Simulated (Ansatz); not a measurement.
The calculation used DFT PBE, scalar-relativistic, plane waves, PAW in Ansatz 0.2.0. All cells share a 420 eV cutoff and Γ-centred k meshes spaced about 0.3 Å⁻¹ or finer (0.25 for metals, 2π included). Collinear spin where magnetic atoms keep a moment.

These are static total energies at zero pressure.

Compare these two cells of NbIn2Se3, each relaxed at this level.

A. (no moments)

```
CELL_PARAMETERS angstrom
3.61520 2.08724 3.36712
-3.61520 2.08724 3.36712
0.00000 -4.17447 3.36712
ATOMIC_POSITIONS crystal
Nb 0.00000 0.00000 0.00000
In 0.64362 0.64362 0.64362
In 0.35638 0.35638 0.35638
Se 0.00000 0.50000 0.00000
Se 0.50000 0.00000 0.00000
Se 0.00000 0.00000 0.50000
```

B. (no moments)

```
CELL_PARAMETERS angstrom
5.49629 -2.39377 0.00000
5.49629 2.39377 0.00000
-3.08011 0.00000 6.39698
ATOMIC_POSITIONS crystal
Nb 0.21054 0.21054 0.82785
In 0.50467 0.50467 0.13322
In 0.37078 0.37078 0.57160
Se 0.99210 0.99210 0.49423
Se 0.75966 0.75966 0.82862
Se 0.16226 0.16226 0.14448
```

**Question.** Which would you expect to be lower, and how large is the difference?

**Answer.** B is lower, by 75 meV/atom. A has space group R-3m (No. 166), 25.4 Å³/atom and no gap on its mesh; B has space group Cm (No. 8), 28.1 Å³/atom and no gap. Counting Se atoms around In and Nb (those within 1.25 times the shortest such distance or 1.15 times the sum of covalent radii, 1.27 where that leaves under three; a plus sign parts nearer from farther groups; a slash parts the counts of unlike sites), A has Nb 6, In 3 and B has Nb 4, In 3+2/2+4. The lower one is the more open, so pressure narrows the difference. In A, Nb is surrounded by 6 Se at 2.68 Å; In has 3 Se at 2.83 Å and 1 In at 2.90 Å; Se is surrounded by 2 Nb at 2.68 Å and 2 In at 2.83 Å. In B, Nb has 4 Se at 2.45–2.54 Å and 2 In at 3.01–3.03 Å; In on its first site has 2 Se at 2.94 Å, 1 Nb at 3.01 Å and 4 Se at 3.55 Å; Se on its first site is surrounded by 1 Nb at 2.54 Å and 2 In at 2.91 Å; 3 more sites not described. Both come from trial cells of a structure search, whose lowest cell (P-3m1, 26.5 Å³/atom) lies 101 meV/atom below the lower of the two.

In Cm an odd number of electrons in the primitive cell allows no gap without spin; a larger cell or a magnetic state could open one. A magnetic state wasn't ruled out in cells without spin, among them Cm. Trial moments fell under 0.15 μB along the way in R-3m; another start might hold them. Cells relaxed within their symmetry can be saddle points. Some structure types and database cells were kept out of the candidates from the start, so a known form may be missing.
